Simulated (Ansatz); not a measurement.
Mg3ZnO4:
```
CELL_PARAMETERS angstrom
      2.99130     0.00000     0.00000
      0.00000     2.99130     0.00000
      0.00000     0.00000     8.44971
ATOMIC_POSITIONS crystal
  Mg 0.50000 0.50000 0.75106
  Mg 0.50000 0.50000 0.24894
  Mg 0.00000 0.00000 0.50000
  Zn 0.00000 0.00000 0.00000
  O  0.00000 0.00000 0.25203
  O  0.00000 0.00000 0.74797
  O  0.50000 0.50000 0.00000
  O  0.50000 0.50000 0.50000
```

Relaxed with PBEsol. Independent-particle spectrum: no excitons, no local fields, no scissors shift; 0.1 eV broadening; ε₁ of the summed bands alone.

### Question
Tabulate the dielectric function from PBEsol in the plane-wave PAW code Ansatz.

### Answer


| E (eV) | ε₁ xx | ε₂ xx | ε₁ zz | ε₂ zz |
|---|---|---|---|---|
| 0.0 | 3.67 | 0.00 | 3.61 | 0.00 |
| 0.3 | 3.67 | 0.00 | 3.61 | 0.00 |
| 0.6 | 3.68 | 0.00 | 3.62 | 0.00 |
| 0.9 | 3.70 | 0.00 | 3.64 | 0.00 |
| 1.2 | 3.73 | 0.00 | 3.67 | 0.00 |
| 1.5 | 3.77 | 0.00 | 3.70 | 0.00 |
| 1.8 | 3.82 | 0.00 | 3.75 | 0.00 |
| 2.1 | 3.88 | 0.00 | 3.80 | 0.00 |
| 2.4 | 3.96 | 0.00 | 3.88 | 0.00 |
| 2.7 | 4.06 | 0.00 | 3.97 | 0.00 |
| 3.0 | 4.21 | 0.00 | 4.11 | 0.00 |
| 3.3 | 4.43 | 0.00 | 4.31 | 0.00 |
| 3.6 | 4.86 | 0.28 | 4.81 | 0.21 |
| 3.9 | 4.85 | 0.63 | 4.75 | 0.79 |
| 4.2 | 4.97 | 0.84 | 4.55 | 1.04 |
| 4.5 | 5.12 | 1.46 | 4.30 | 1.16 |
| 4.8 | 4.48 | 1.61 | 4.24 | 1.08 |
| 5.1 | 4.50 | 1.57 | 4.24 | 1.09 |
| 5.4 | 4.53 | 1.72 | 4.31 | 1.07 |
| 5.7 | 4.56 | 1.94 | 4.42 | 1.06 |
| 6.0 | 4.55 | 2.45 | 4.90 | 1.18 |
| 6.3 | 3.51 | 2.65 | 4.90 | 1.65 |
| 6.6 | 3.51 | 2.00 | 4.98 | 1.90 |
| 6.9 | 3.75 | 1.87 | 5.14 | 2.20 |
| 7.2 | 4.16 | 1.85 | 5.31 | 3.16 |
| 7.5 | 4.45 | 3.31 | 4.32 | 3.72 |
| 7.8 | 3.82 | 2.52 | 4.08 | 3.62 |
| 8.1 | 4.20 | 3.29 | 3.76 | 4.23 |
| 8.4 | 2.85 | 3.97 | 2.90 | 4.50 |
| 8.7 | 2.84 | 3.06 | 1.68 | 3.74 |
| 9.0 | 2.51 | 3.10 | 1.97 | 2.87 |
| 9.3 | 2.53 | 2.66 | 2.29 | 2.78 |
| 9.6 | 2.84 | 2.67 | 2.30 | 2.92 |
| 9.9 | 2.76 | 2.81 | 1.88 | 2.52 |
| 10.2 | 2.93 | 2.38 | 2.46 | 2.18 |
| 10.5 | 3.73 | 3.02 | 2.97 | 2.26 |
| 10.8 | 3.46 | 4.15 | 3.62 | 2.57 |
| 11.1 | 2.85 | 4.25 | 4.25 | 4.50 |
| 11.4 | 2.19 | 4.42 | 1.67 | 5.34 |
| 11.7 | 1.71 | 4.40 | 0.83 | 3.99 |
| 12.0 | 0.82 | 4.12 | 0.98 | 3.29 |

### Question
From ε at 5.5 eV (xx: 4.54 + 1.78i), find n, k, the normal reflectivity and the absorption coefficient.

### Answer
n = 2.17, k = 0.410, R = 15 %, α = 2kE/ħc = 230000 cm⁻¹.

With all bands, ε∞ without local fields is 3.85 (xx = yy), 3.79 (zz). DFPT, with local fields, gives 3.77 (xx = yy), 3.68 (zz).

Space group P4/mmm. The first step of the workflow began from a Materials Project structure, measured or hypothetical; the Crystallography Open Database copy checked does not list it. With Mg and Zn taken as one species the cell has the higher symmetry Fm-3m, so it may be an ordered model of a mixed-site phase. Its standing as an ambient phase is unchecked. Symmetry was held in the PBEsol relaxation; of distortions, only those at the zone centre were tested.

Potentials: the later of the program's two PAW sets.
